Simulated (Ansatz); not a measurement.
An Ansatz (a quantum-chemistry and plane-wave program) run. Input:

Ansatz 0.2 input:
```yaml
crystal:
  lattice:
    - [4.3009384755, 0.0, 0.0]
    - [-2.1504692378, 3.7247219799, 0.0]
    - [0.0, 0.0, 14.0436219111]
  atoms:
    - { symbol: Cd, position: [0.0, 0.0, 0.0003041948] }
    - { symbol: Cd, position: [0.0, 0.0, 0.5003041948] }
    - { symbol: Cd, position: [0.6666666667, 0.3333333333, 0.7501859048] }
    - { symbol: Cd, position: [0.3333333333, 0.6666666667, 0.2501859048] }
    - { symbol: Se, position: [0.0, 0.0, 0.8127094002] }
    - { symbol: Se, position: [0.0, 0.0, 0.3127094002] }
    - { symbol: Se, position: [0.6666666667, 0.3333333333, 0.5624305003] }
    - { symbol: Se, position: [0.3333333333, 0.6666666667, 0.0624305003] }
kpoints:
  mp_grid: { grid: [6, 6, 2] }
  band_path:
    path:
      - [[0.0, 0.0, 0.0], [0.5, 0.0, 0.0], [0.3333333333, 0.3333333333, 0.0], [0.0, 0.0, 0.0], [0.0, 0.0, 0.5], [0.5, 0.0, 0.5], [0.3333333333, 0.3333333333, 0.5], [0.0, 0.0, 0.5]]  # Γ-M-K-Γ-A-L-H-A
      - [[0.5, 0.0, 0.5], [0.5, 0.0, 0.0]]  # L-M
      - [[0.3333333333, 0.3333333333, 0.5], [0.3333333333, 0.3333333333, 0.0]]  # H-K
      - [VBM, CBM]
    npoints: 8
basis: { xc_grid: 2 }
hamiltonian:
  xc: pbesol
  pseudopotentials: { kind: paw }
magnetization: { noncollinear: true, spin_orbit: true }
scf:
  n_extra_bands: 16
  convergence: { dr2_threshold: 0.0000000001 }
  occupations: { method: gaussian, width: 0.01 }
checkpoint: { write: soc.run }
output: { eigenvalues: true }
```

Output (shortened):

```
Pseudopotential: Cd, paw_fr, valence charge 20
Pseudopotential: Se, paw_fr, valence charge 16
Functional definition: PBEsol
non-collinear run that drives no moment, with spin-orbit …
Crystal: 8 atoms, lattice volume = 224.976 Å³
Basis set: ecut = 420 eV, 4361 PW (Γ), exchange–correlation on 60×60×192 points (8 copies of the dense FFT grid, shifted against one another)
Bands: 160, of which v1, the nominal top of the filled ones, is band 144 counted from 1 (143 counted from 0)
Symmetry: 12 space group operations + 12 with time reversal
k-points: 14 of 72
Projection manifold: j_resolved (fully-relativistic pseudo-atomic orbitals)
SCF iter   1: F=—  HF=-54451.133018 eV  |F-HF|=—  |Δ(HF+E_count)|=         —  Δρ=5.09e-2  dr2=6.01e0  dr2_m=0.00e0 (ungated)  ethr=3.10e-3  |M|=0.00e0 ∫|m|=0.00e0 μB  |m|>n=0.0e0 m-floor=0.0e0 τ_xc=0.0e0  β_m=0.30  ⟨swp⟩=7.1  Hψ=10544  notcnv=0  defer=13
preconditioner: auto → Resta (q_TF=auto, 2.533 Å⁻¹)
spin=Noncollinear: Resta preconditioning applied to the charge; magnetization (m_x, m_y, m_z) channels mix plain (no charge-response kernel on spin).
SCF iter   2: F=—  HF=-54449.602008 eV  |F-HF|=—  |Δ(HF+E_count)|=    1.53e0  Δρ=2.93e-2  dr2=1.99e0  dr2_m=0.00e0 (ungated)  ethr=3.10e-3  |M|=0.00e0 ∫|m|=0.00e0 μB  |m|>n=0.0e0 m-floor=0.0e0 τ_xc=0.0e0  β_m=0.48  ⟨swp⟩=2.9  Hψ=3649  notcnv=0  defer=126
SCF iter   3: F=—  HF=-54448.871548 eV  |F-HF|=—  |Δ(HF+E_count)|=   7.30e-1  Δρ=9.20e-3  dr2=1.21e-1  dr2_m=0.00e0 (ungated)  ethr=1.38e-3  |M|=0.00e0 ∫|m|=0.00e0 μB  |m|>n=0.0e0 m-floor=0.0e0 τ_xc=0.0e0  β_m=0.69  ⟨swp⟩=2.6  Hψ=3380  notcnv=0  defer=126
SCF iter   4: F=—  HF=-54448.824750 eV  |F-HF|=—  |Δ(HF+E_count)|=   4.68e-2  Δρ=1.27e-3  dr2=5.97e-3  dr2_m=0.00e0 (ungated)  ethr=8.43e-5  |M|=0.00e0 ∫|m|=0.00e0 μB  |m|>n=0.0e0 m-floor=0.0e0 τ_xc=0.0e0  β_m=0.73  ⟨swp⟩=2.0  Hψ=3688  notcnv=0  defer=126
SCF iter   5: F=—  HF=-54448.824712 eV  |F-HF|=—  |Δ(HF+E_count)|=   3.79e-5  Δρ=5.26e-4  dr2=1.01e-3  dr2_m=0.00e0 (ungated)  ethr=4.15e-6  |M|=0.00e0 ∫|m|=0.00e0 μB  |m|>n=0.0e0 m-floor=0.0e0 τ_xc=0.0e0  β_m=0.78  ⟨swp⟩=2.0  Hψ=3780  notcnv=0  defer=126
SCF iter   6: F=—  HF=-54448.825373 eV  |F-HF|=—  |Δ(HF+E_count)|=   6.61e-4  Δρ=2.22e-4  dr2=1.88e-4  dr2_m=0.00e0 (ungated)  ethr=7.03e-7  |M|=0.00e0 ∫|m|=0.00e0 μB  |m|>n=0.0e0 m-floor=0.0e0 τ_xc=0.0e0  β_m=0.89  ⟨swp⟩=2.0  Hψ=3780  notcnv=0  defer=126
SCF iter   7: F=—  HF=-54448.825637 eV  |F-HF|=—  |Δ(HF+E_count)|=   2.65e-4  Δρ=4.32e-5  dr2=7.40e-6  dr2_m=0.00e0 (ungated)  ethr=1.31e-7  |M|=0.00e0 ∫|m|=0.00e0 μB  |m|>n=0.0e0 m-floor=0.0e0 τ_xc=0.0e0  β_m=0.95  ⟨swp⟩=2.0  Hψ=3208  notcnv=0  defer=126
SCF iter   8: F=—  HF=-54448.825428 eV  |F-HF|=—  |Δ(HF+E_count)|=   2.09e-4  Δρ=1.38e-5  dr2=5.08e-7  dr2_m=0.00e0 (ungated)  ethr=5.14e-9  |M|=0.00e0 ∫|m|=0.00e0 μB  |m|>n=0.0e0 m-floor=0.0e0 τ_xc=0.0e0  β_m=0.97  ⟨swp⟩=2.0  Hψ=3698  notcnv=0  defer=126
SCF iter  13: F=-54448.825429 eV  HF=-54448.825429 eV  |F-HF|=1.46e-11  |Δ(HF+E_count)|=  2.11e-10  Δρ=8.75e-8  dr2=1.71e-11  dr2_m=0.00e0 (ungated)  ethr=1.00e-12  |M|=0.00e0 ∫|m|=0.00e0 μB  |m|>n=0.0e0 m-floor=0.0e0 τ_xc=0.0e0  ⟨swp⟩=8.9  Hψ=8426  notcnv=0
SCF 1 converged in 13 iterations: F = -54448.825429 eV  dr2 = 1.71e-11
NSCF: frozen V_eff on 28 k-points
NSCF: frozen V_eff on 28 k-points
NSCF: frozen V_eff on 3 k-points
NSCF: frozen V_eff on 3 k-points
NSCF: frozen V_eff on 3 k-points
NSCF: frozen V_eff on 3 k-points
NSCF: frozen V_eff on 3 k-points
NSCF: frozen V_eff on 3 k-points
NSCF: frozen V_eff on 3 k-points
NSCF: frozen V_eff on 84 k-points
SCF converged after 13 iterations
Magnetization: |M| = 0.0000 μB,  M = (+0.0000, +0.0000, +0.0000) μB
Absolute magnetization: 0.0000 μB (∫|m|)
  site 0: m = (+0.0000, +0.0000, +0.0000) μB, |m| = 0.0000 μB  (R = 1.09 Å)
  site 1: m = (+0.0000, +0.0000, +0.0000) μB, |m| = 0.0000 μB  (R = 1.09 Å)
  site 2: m = (+0.0000, +0.0000, +0.0000) μB, |m| = 0.0000 μB  (R = 1.09 Å)
  site 3: m = (+0.0000, +0.0000, +0.0000) μB, |m| = 0.0000 μB  (R = 1.09 Å)
  site 4: m = (+0.0000, +0.0000, +0.0000) μB, |m| = 0.0000 μB  (R = 1.09 Å)
  site 5: m = (+0.0000, +0.0000, +0.0000) μB, |m| = 0.0000 μB  (R = 1.09 Å)
  site 6: m = (+0.0000, +0.0000, +0.0000) μB, |m| = 0.0000 μB  (R = 1.09 Å)
  site 7: m = (+0.0000, +0.0000, +0.0000) μB, |m| = 0.0000 μB  (R = 1.09 Å)
Free energy (F): -54448.825429 eV
Harris-Foulkes:  -54448.825429 eV  (|F-HF|=1.46e-11)
Internal energy: -54448.825429 eV  (E = F + TS)
E sigma→0 (E₀):  -54448.825429 eV
Fermi energy:    7.666211 eV
--- Per-component energies (eV) ---
  E_band       = -3581.205752
  E_kinetic    = 2494.906438
  E_local      = -25532.895036  (includes V_loc(G=0)·N_el)
  E_nonlocal   = -2230.685212
  E_hartree    = 12124.019171
  E_xc         = -1114.489964
  E_vxc        = -1275.688068  (∫ρ·V_xc dr)
  E_paw        = -23534.978816  (= ΣΔE_a)
  E_vpaw       = -1284.880228  (= ΣTr[D̂ρ^β])
  E_aug_tail   = -0.002364  (compensation charges beyond the density's cutoff)
  E_ewald      = -16660.125891
  E_core_change = 5.426245  (= ΣΔE_core)
  E_smearing   =  0.000000  (= −TS)
  E_closure    =  0.000000  (closes the sum)
  Σ components = -54448.825429   (vs F -54448.825429, Δ=0.00e0)
  [band-id]    e_kinetic+e_local+e_nonlocal+2·e_hartree+e_vxc+e_vpaw+e_augmentation_tail = -3581.206129   (vs E_band -3581.205752, Δ=-3.76e-4)
--- Band table (eV; the first three rows and the last of 14) ---
  k-point 0: bands = ["-94.1311", "-94.1311", "-94.1311", "-94.1311", "-94.1260", "-94.1260", "-94.1260", "-94.1260", "-59.2993", "-59.2993", "-59.2993", "-59.2993", "-59.2942", "-59.2942", "-59.2942", "-59.2942", "-53.4533", "-53.4533", "-53.4533", …
  k-point 1: bands = ["-94.1311", "-94.1311", "-94.1311", "-94.1311", "-94.1260", "-94.1260", "-94.1260", "-94.1260", "-59.2993", "-59.2993", "-59.2993", "-59.2993", "-59.2942", "-59.2942", "-59.2942", "-59.2942", "-53.4533", "-53.4533", "-53.4533", …
  k-point 2: bands = ["-94.1311", "-94.1311", "-94.1311", "-94.1311", "-94.1260", "-94.1260", "-94.1260", "-94.1260", "-59.2993", "-59.2993", "-59.2993", "-59.2993", "-59.2942", "-59.2942", "-59.2942", "-59.2942", "-53.4533", "-53.4533", "-53.4533", …
  k-point 13: bands = ["-94.1311", "-94.1311", "-94.1311", "-94.1311", "-94.1260", "-94.1260", "-94.1260", "-94.1260", "-59.2993", "-59.2993", "-59.2993", "-59.2993", "-59.2943", "-59.2943", "-59.2943", "-59.2943", "-53.4535", "-53.4535", "-53.4535", …
```

Cost: very roughly 17 core-minutes on shared cores.

Space group P6_3mc. The cell is a constructed one: a structure type filled with these elements. Its sites differ from those of the usual phase in this space group: another stacking or structure type. The PBEsol relaxation kept the symmetry of its start; whether a distortion lowers the energy is not shown.

Potentials: the later of the program's two PAW sets.

Ansatz is a plane-wave DFT program.
